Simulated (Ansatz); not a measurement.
Total density of states per atom from the program Ansatz at the LDA level (PAW), in 0.25 eV bins, energy from the Fermi level:

```
E (eV) | states/eV/atom
    -7.85 |  0.06
    -7.60 | # 0.08
    -7.35 | # 0.11
    -7.10 | # 0.14
    -6.85 | ## 0.25
    -6.60 | ######### 1.31
    -6.35 | ############## 2.08
    -6.10 | #################### 3.08
    -5.85 | ###################### 3.31
    -5.60 | ###################### 3.30
    -5.35 | ############## 2.10
    -5.10 | ############# 1.96
    -4.85 | ################# 2.51
    -4.60 | ########## 1.56
    -4.35 | ########## 1.45
    -4.10 | ############### 2.26
    -3.85 | ########################## 3.94
    -3.60 | ############################## 4.54
    -3.35 | ##################### 3.24
    -3.10 | ############ 1.86
    -2.85 | ############ 1.74
    -2.60 | ##### 0.77
    -2.35 | # 0.21
    -2.10 | # 0.22
    -1.85 | # 0.22
    -1.60 | # 0.22
    -1.35 | # 0.22
    -1.10 | ## 0.23
    -0.85 | ## 0.23
    -0.60 | ## 0.24
    -0.35 | ## 0.26
    -0.10 | ## 0.27
     0.15 | ## 0.27
     0.40 | ## 0.27
     0.65 | ## 0.26
     0.90 | ## 0.26
     1.15 | ## 0.25
     1.40 | ## 0.25
     1.65 | ## 0.24
     1.90 | ## 0.23
     2.15 | # 0.22
     2.40 | # 0.21
     2.65 | # 0.20
     2.90 | # 0.19
     3.15 | # 0.17
     3.40 | # 0.16
     3.65 | # 0.14
     3.90 | # 0.13
     4.15 | # 0.12
     4.40 | # 0.12
     4.65 | ### 0.38
```

Problem. Which compound is it?
(A) ZnO, wurtzite
(B) Li2S, anti-fluorite
(C) MgB2, P6/mmm (Mg on 1a, B on 2d)
(D) Ag, bcc (W type)

Solution. D, Ag, bcc (W type). Within 0.5 eV of the Fermi level: Ag 5s 50 %, Ag 4d 19 %, outside the projected shells 31 %. Projections are on Löwdin-orthogonalised atomic valence shells; empty p or d shells of many metals are not among them.

Space group Im-3m (bcc (W type)). The workflow started from a Materials Project entry (that database holds measured and hypothetical structures alike); the Crystallography Open Database copy checked does not list it. It is not the phase usual at ambient conditions (space group No. 225). Symmetry was held in the LDA relaxation. At this level the phase is mechanically unstable. The run is not spin-polarised. Scalar-relativistic: spin–orbit coupling is off unless named, which matters more the heavier the elements.

Potentials: the later of the program's two PAW sets.
